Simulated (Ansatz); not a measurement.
Ni (fcc (Cu type), Fm-3m) at seven volumes, the program Ansatz at the PBE level (PAW), scaled uniformly. One row is withheld.

```json
[
 {"V (Å³/atom)": "9.910", "P (GPa)": "23.71"},
 {"V (Å³/atom)": "10.237", "P (GPa)": "14.37"},
 {"V (Å³/atom)": "10.563", "P (GPa)": "6.55"},
 {"V (Å³/atom)": "10.890", "P (GPa)": "0.00"},
 {"V (Å³/atom)": "11.217", "P (GPa)": "?"},
 {"V (Å³/atom)": "11.543", "P (GPa)": "-10.09"},
 {"V (Å³/atom)": "11.870", "P (GPa)": "-13.93"}
]
```

**Question.** Fit the shown pressures and predict the withheld one.

**Answer.** P = (3/2)B₀(x^(7/2) − x^(5/2))[1 + (3/4)(B′ − 4)(x − 1)] with x = (V₀/V)^(2/3). Least squares on the six rows gives V₀ = 10.890 Å³/atom, B₀ = 200 GPa, B′ = 4.89. At V = 11.217, x = 0.9805 and P = -5.50 GPa. The run itself gave -5.50 GPa.

The cell was relaxed with PBE under the symmetry of its start. Spin order of the final state: ferromagnetic, chosen from 3 collinear starts compared on coarse meshes (ties went to the first, and starts can fall back to one state), not a proven ground state. Textbook magnetic order: ferromagnetic.

Potentials: the later of the program's two PAW sets.
